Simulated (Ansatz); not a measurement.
**From the elastic tensor of FePt3 to moduli and sound speeds**

Computed with DFT PBE, scalar-relativistic, plane waves, PAW in Ansatz. Plane waves to 420 eV; Γ-centred k mesh 18×18×6; Gaussian smearing of 0.20 eV. Collinear spin, site moments 3.0, 0.1, 0.3, 0.3 μB.

Space group P-6m2 (No. 187), hexagonal, a = 2.751 Å, c = 9.128 Å. Fe is surrounded by 6 Pt at 2.64 Å and 6 Fe at 2.75 Å; around Pt on a site of symmetry -6m2 lie 6 Pt at 2.75 Å and 6 Pt at 2.92 Å; around Pt on a site of symmetry 3m lie 3 Fe at 2.64 Å, 6 Pt at 2.75 Å and 3 Pt at 2.92 Å.

It was reached by relaxing an invented guess, and it needn't be the stable form of this composition. In a metal, frequencies and elastic constants depend on the k mesh and the smearing, soft modes and shear constants most. Spin–orbit coupling is left out, which matters for heavy elements.

Relaxed-ion constants (GPa, on the Cartesian axes of the calculation):
C11 = 380.7, C12 = 163.6, C13 = 142.7, C22 = 380.7, C23 = 142.7, C33 = 326.9, C44 = 31.8, C55 = 31.8, C66 = 108.5 GPa; the others vanish.

Density 17.793 g/cm³; 4 atoms in 59.83 Å³.

With S = C⁻¹: B_V = (C11+C22+C33+2(C12+C13+C23))/9, G_V = (C11+C22+C33−C12−C13−C23+3(C44+C55+C66))/15, 1/B_R = S11+S22+S33+2(S12+S13+S23), 15/G_R = 4(S11+S22+S33−S12−S13−S23)+3(S44+S55+S66); Hill is their mean. Then v_l = √((B+4G/3)/ρ), v_t = √(G/ρ), v_m = [(2/v_t³+1/v_l³)/3]^(−1/3) and Θ = (ħ/k_B)·v_m·(6π²n/V)^(1/3) for n atoms in the volume V; E = 9BG/(3B+G), ν = (3B−2G)/(2(3B+G)) and A^U = 5G_V/G_R + B_V/B_R − 6.

* Bulk modulus, Voigt / Reuss / Hill: 220.7 / 218.7 / 219.7 GPa
* Shear modulus, Voigt / Reuss / Hill: 77.1 / 55.0 / 66.0 GPa
* Young's modulus: 180 GPa
* Poisson ratio: 0.363
* Pugh ratio B/G: 3.33 (over 1.75, the rule of thumb for ductile)
* Universal anisotropy index: 2.01
* Longitudinal and transverse sound speeds: 4159 and 1926 m/s
* Debye temperature from the mean sound speed: 262 K
